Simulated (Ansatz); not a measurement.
Zn2C in the antifluorite structure, relaxed with r2SCAN in Ansatz. It is cubic, Fm-3m (No. 225); a = 5.156 Å in the conventional setting, 11.42 Å³ an atom. C has 8 Zn at 2.23 Å; Zn has 4 C at 2.23 Å.

The axes x, y and z are those of this cell:
```xyz
3
Lattice="0.0000 2.5779 2.5779 2.5779 0.0000 2.5779 2.5779 2.5779 0.0000" Properties=species:S:1:pos:R:3 pbc="T T T"
C     0.0000    0.0000    0.0000
Zn    1.2890    1.2890    1.2890
Zn    3.8669    3.8669    3.8669
```

Unstrained: HSE06 gives a direct gap of 0.747 eV at Γ. Meshes: HSE06 6×6×6. Strains are changes of length per length, and xy shears are angles. After each strain the atoms were relaxed again with r2SCAN within the symmetry that the strain leaves, so tilts or polar shifts that break it weren't tested; points keep the names that they have in the unstrained zone. These are computed values for a spin-unpolarised cell that may be hypothetical; none is a measurement.

Task: Apply epitaxial +0.31 % in the plane normal to [111], free normal strain -0.30 %. How far does the gap move, against the unstrained cell?

Result: HSE06: the gap goes from 0.747 to 0.723 eV (-0.024 eV).

Task: Apply xy shear, engineering strain (angle) +1.72 %. How far does the gap move, against the unstrained cell?

Result: HSE06: the gap goes from 0.747 to 0.724 eV (-0.023 eV); with HSE06 the top three valence levels at Γ, degenerate before, become 1+1+1 from the top over 29 meV.

Task: Estimate what epitaxial +4.7 % in the xy plane, free normal strain -1.71 % does to the gap.

Result: HSE06: the gap goes from 0.747 to 0.169 eV (-0.578 eV); with HSE06 the top three valence levels at Γ, degenerate before, become 1+2 from the top over 288 meV.

The meshes of the hybrids are coarse, so their gaps aren't converged to the digits shown.

The splittings at Γ are without spin-orbit coupling, which regroups them where it is of like size or larger.
